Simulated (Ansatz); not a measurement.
**Density of states of La**

Space group P6_3/mmc (No. 194). a = 3.770 Å, b = 3.770 Å, c = 12.159 Å, α = 90.00°, β = 90.00°, γ = 120.00°
| atom | site | symmetry | x | y | z |
| --- | --- | --- | --- | --- | --- |
| La | 2a | -3m. | 0.0000 | 0.0000 | 0.0000 |
| La | 2d | -6m2 | 0.3333 | 0.6667 | 0.7500 |

The runs use the primitive cell with vectors (3.770, 0.000, 0.000), (-1.885, 3.265, 0.000), (0.000, 0.000, 12.159) Å, to which the k mesh refers.

The cell is COD entry 9008525, as deposited and not checked against the literature; nothing was relaxed.

Spin–orbit coupling is left out, though it moves levels of the heavy atoms by tenths of an eV or more.

Computed with Ansatz 0.2.0, DFT, PBE, all-electron LAPW, scalar-relativistic.

Settings: a Γ-centred 10×10×3 k mesh, Fermi–Dirac smearing of 0.08 eV, basis error target 1 meV/atom, no spin polarisation.

States per eV and cell, averaged over 0.4 eV, from -3.4 to 0.8 eV, with energies (bin centres) from the Fermi level; empty bins are left out. The partial columns, the largest 3 alone, are projections on Löwdin-orthogonalised atomic shells (those that the program's projection atoms carry: the occupied ones and, for some elements, an empty d or f shell; other empty shells have no column), summed over atoms of an element. Weights on diffuse s and p shells depend on that basis and aren't pure angular character.

```csv
E (eV),total,La 5d,La 6s,La 4f
-3.3,0.00,0.00,0.00,0.00
-2.9,0.24,0.00,0.20,0.00
-2.5,0.38,0.01,0.32,0.00
-2.1,0.72,0.08,0.56,0.00
-1.7,3.48,2.09,1.17,0.03
-1.3,7.28,5.36,1.50,0.13
-0.9,7.24,5.91,0.84,0.24
-0.5,6.37,5.43,0.39,0.34
-0.1,5.59,4.57,0.27,0.53
0.3,7.13,5.21,0.43,1.23
0.7,9.02,5.74,0.54,2.38
```

Question: Which of the resolved shells contributes most within 0.3 eV of the Fermi level?

Answer: La 5d, with 79 % of all states there; La 4f follows with 12 %.

Question: Where is the centre of the filled La 5d states between -14 eV and the top of the filled states?

Answer: -0.81 eV from the Fermi level.
